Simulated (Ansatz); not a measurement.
AlAs:
Space group F-43m (No. 216); a = b = c = 5.7281 Å, α = β = γ = 90.00°

| atom | site | symmetry | x | y | z |
|---|---|---|---|---|---|
| Al | 4a | -43m | 0.0000 | 0.0000 | 0.0000 |
| As | 4d | -43m | 0.7500 | 0.7500 | 0.7500 |
(The calculation used a cell of 2 atoms; values per cell refer to that cell.)

Relaxed with PBE.

Task: Which orbitals make up the states near the band edges in plane-wave PAW PBE (Ansatz code)?

Result: Top 1 eV of the valence band: As 4p 78 %, Al 3p 19 %. Bottom 1 eV of the conduction band: Al 3p 49 %, As 4s 15 %, Al 3s 15 %, As 4p 10 %, outside the projected shells 11 %. Projections are on Löwdin-orthogonalised atomic valence shells; empty p or d shells of many metals are not among them.

Task: Tabulate the density of states.

Result: States/eV per cell of 2 atoms, in 0.25 eV bins, energy from the valence-band maximum.

| E (eV) | total | As 4p | Al 3p | Al 3s |
|---|---|---|---|---|
| -7.85 | 0.00 | 0.00 | 0.00 | 0.00 |
| -7.60 | 0.00 | 0.00 | 0.00 | 0.00 |
| -7.35 | 0.00 | 0.00 | 0.00 | 0.00 |
| -7.10 | 0.00 | 0.00 | 0.00 | 0.00 |
| -6.85 | 0.00 | 0.00 | 0.00 | 0.00 |
| -6.60 | 0.00 | 0.00 | 0.00 | 0.00 |
| -6.35 | 0.00 | 0.00 | 0.00 | 0.00 |
| -6.10 | 0.00 | 0.00 | 0.00 | 0.00 |
| -5.85 | 0.00 | 0.00 | 0.00 | 0.00 |
| -5.60 | 0.00 | 0.00 | 0.00 | 0.00 |
| -5.35 | 0.23 | 0.13 | 0.04 | 0.07 |
| -5.10 | 2.42 | 1.30 | 0.18 | 0.88 |
| -4.85 | 1.90 | 1.01 | 0.15 | 0.66 |
| -4.60 | 0.83 | 0.45 | 0.08 | 0.24 |
| -4.35 | 0.57 | 0.31 | 0.05 | 0.15 |
| -4.10 | 0.43 | 0.23 | 0.04 | 0.11 |
| -3.85 | 0.33 | 0.18 | 0.03 | 0.08 |
| -3.60 | 0.26 | 0.15 | 0.02 | 0.06 |
| -3.35 | 0.35 | 0.20 | 0.07 | 0.05 |
| -3.10 | 1.29 | 0.78 | 0.41 | 0.06 |
| -2.85 | 1.18 | 0.72 | 0.35 | 0.07 |
| -2.60 | 1.14 | 0.70 | 0.33 | 0.07 |
| -2.35 | 1.31 | 0.81 | 0.40 | 0.07 |
| -2.10 | 1.73 | 1.11 | 0.53 | 0.06 |
| -1.85 | 1.81 | 1.19 | 0.53 | 0.05 |
| -1.60 | 1.74 | 1.19 | 0.49 | 0.04 |
| -1.35 | 1.68 | 1.18 | 0.44 | 0.03 |
| -1.10 | 1.66 | 1.22 | 0.40 | 0.02 |
| -0.85 | 1.50 | 1.14 | 0.32 | 0.01 |
| -0.60 | 0.88 | 0.69 | 0.16 | 0.01 |
| -0.35 | 0.55 | 0.46 | 0.08 | 0.00 |
| -0.10 | 0.19 | 0.16 | 0.02 | 0.00 |
| 0.15 | 0.00 | 0.00 | 0.00 | 0.00 |
| 0.40 | 0.00 | 0.00 | 0.00 | 0.00 |
| 0.65 | 0.00 | 0.00 | 0.00 | 0.00 |
| 0.90 | 0.00 | 0.00 | 0.00 | 0.00 |
| 1.15 | 0.00 | 0.00 | 0.00 | 0.00 |
| 1.40 | 0.00 | 0.00 | 0.00 | 0.00 |
| 1.65 | 0.06 | 0.00 | 0.04 | 0.00 |
| 1.90 | 0.20 | 0.01 | 0.12 | 0.01 |
| 2.15 | 0.38 | 0.03 | 0.20 | 0.05 |
| 2.40 | 0.70 | 0.08 | 0.30 | 0.14 |
| 2.65 | 1.15 | 0.17 | 0.43 | 0.26 |
| 2.90 | 1.71 | 0.29 | 0.62 | 0.40 |
| 3.15 | 1.99 | 0.37 | 0.72 | 0.46 |
| 3.40 | 1.46 | 0.32 | 0.49 | 0.33 |
| 3.65 | 1.11 | 0.28 | 0.34 | 0.22 |
| 3.90 | 0.78 | 0.19 | 0.23 | 0.16 |
| 4.15 | 0.84 | 0.17 | 0.32 | 0.16 |
| 4.40 | 1.85 | 0.32 | 0.94 | 0.17 |
| 4.65 | 2.12 | 0.38 | 1.08 | 0.17 |
| 4.90 | 1.44 | 0.27 | 0.73 | 0.11 |
| 5.15 | 1.30 | 0.25 | 0.67 | 0.09 |
| 5.40 | 1.58 | 0.30 | 0.78 | 0.07 |
| 5.65 | 1.64 | 0.31 | 0.70 | 0.10 |
| 5.90 | 1.38 | 0.28 | 0.59 | 0.10 |
| 6.15 | 1.35 | 0.28 | 0.57 | 0.11 |
| 6.40 | 1.21 | 0.25 | 0.49 | 0.10 |

Symmetry was held in the PBE relaxation. Spin–orbit coupling is left out wherever it is not named.

Potentials: the earlier of the program's two PAW sets.
